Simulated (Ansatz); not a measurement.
**Computed properties of InF**

```xyz
2
Lattice="0.0000 3.0045 3.0045 3.0045 0.0000 3.0045 3.0045 3.0045 0.0000" Properties=species:S:1:pos:R:3 pbc="T T T"
In    0.0000    0.0000    0.0000
F     1.5022    1.5022    1.5022
```

Atoms are numbered in the order listed.

Conventional cell: a = 6.009 Å, b = 6.009 Å, c = 6.009 Å, α = 90.00°, β = 90.00°, γ = 90.00°. In (atom 1) has 4 F at 2.60 Å as nearest neighbours. F (atom 2) has 4 In at 2.60 Å as nearest neighbours.

The cell was built from the zincblende type and relaxed in the same program, and has space group F-43m; it needn't be a known or the stable phase.

Spin–orbit coupling is left out, though it moves levels of the heavy atoms by tenths of an eV or more.

Levels of theory: DFT, PBE, all-electron LAPW, scalar-relativistic (Ansatz 0.2.0); DFT, PBE, PAW with Ansatz's default frozen-core files, scalar-relativistic (Ansatz 0.2.0).

For LAPW: a Γ-centred 13×13×13 k mesh, Fermi–Dirac smearing of 0.05 eV, basis error target 0.5 meV/atom, no spin polarisation. PAW takes a cutoff of 420 eV at this cell. The Ansatz runs share mesh, smearing and spin set-up. Values come from LAPW unless marked.

```
Pressure at this cell : 0.00 GPa
Volume per atom       : 27.12 Å³
```

Task: Löwdin charges (with 0.03 e of the cell spilling out of the atomic basis, so their sizes and signs hang on that basis): what does the calculation give?

Result: In1 0.53, F2 -0.49 e.

Task: Bader charges (from the PAW run): what does the calculation give?

Result: In1 +0.85, F2 -0.85 e.

Task: Predict this quantity. Band gap.

Result: 1.85 eV, direct at X (-0.5, -0.5, 0).
